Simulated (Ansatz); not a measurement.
Nb:
Space group P6₃/mmc (No. 194); a = 2.859 Å, b = 2.859 Å, c = 5.244 Å, α = 90.00°, β = 90.00°, γ = 120.00°

```
atom  site  symmetry       x       y       z
----  ----  --------  ------  ------  ------
Nb      2c      -6m2  0.3333  0.6667  0.2500
```

Relaxed at zero pressure with r²SCAN (plane waves, PAW; program Ansatz).

### Question
The volume is lowered by 6 % and shape and atoms relax at that volume. What pressure results, and how do the axes share the change?

### Answer
11.5 GPa; a -1.9 %, b -1.9 %, c -2.3 %; the energy rises by 38 meV/atom.

### Question
Give the new structure.

### Answer

Space group P6₃/mmc (No. 194); a = b = 2.8044 Å, c = 5.1236 Å, α = β = 90.00°, γ = 120.00°

| atom | site | symmetry | x | y | z |
|---|---|---|---|---|---|
| Nb | 2c | -6m2 | 0.3333 | 0.6667 | 0.2500 |

The phase is kept; no other phase was compared at this pressure.

Space group P6_3/mmc (hcp (Mg type)). The start of the workflow was typed in or built on a structure type; the Crystallography Open Database copy checked does not list it. It is not the phase usual at ambient conditions (space group No. 229). Symmetry was held in the r²SCAN relaxation; its stability against distortions is not shown here. No spin polarisation was allowed. Axis ratios of metals converge slowly with the k-mesh, so a and c are less sure than the volume.

Potentials: the earlier of the program's two PAW sets.
